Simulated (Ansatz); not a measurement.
Computed with Ansatz, DFT PBE, scalar-relativistic, plane waves, PAW, and for the lanthanide a 4f-in-core norm-conserving potential. Cutoff 690 eV, Γ-centred meshes of about 0.25 Å⁻¹ or finer for metals and 0.3 Å⁻¹ for insulators (2π included), Gaussian smearing. No spin polarisation.

A search over trial structures of Tm₂MgC₂ gave this relaxed cell.

```cif
data_structure
_symmetry_space_group_name_H-M 'P 1'
_symmetry_Int_Tables_number 1
_cell_length_a 7.3111
_cell_length_b 7.3111
_cell_length_c 7.3111
_cell_angle_alpha 152.090
_cell_angle_beta 152.090
_cell_angle_gamma 39.881
_cell_volume 85.46
loop_
_atom_site_label
_atom_site_type_symbol
_atom_site_fract_x
_atom_site_fract_y
_atom_site_fract_z
_atom_site_occupancy
Tm1 Tm 0.66598 0.66598 0.00000 1
Tm2 Tm 0.33402 0.33402 0.00000 1
Mg1 Mg 0.00000 0.00000 0.00000 1
C1 C 0.84211 0.84211 0.00000 1
C2 C 0.15789 0.15789 0.00000 1
```

Task: Is it a true minimum?

Result: As far as tested, yes. The phonons at Γ show no imaginary mode. (Phonon run: 12×12×12 k mesh, Gaussian smearing of 0.10 eV.) After random moves of the atoms it relaxes back. Other q points weren't tested. The optical modes at Γ run from 104 to 498 cm⁻¹. Tm is surrounded by 5 C at 2.42–2.50 Å, 4 Mg at 3.38 Å and 8 Tm at 3.40–3.53 Å; Mg is surrounded by 2 C at 2.17 Å and 8 Tm at 3.38 Å; C is surrounded by 1 Mg at 2.17 Å and 5 Tm at 2.42–2.50 Å.

Phonons of metals hang on the k mesh and the smearing.

The lanthanide is trivalent by construction, without f bands, f moments or other valences.
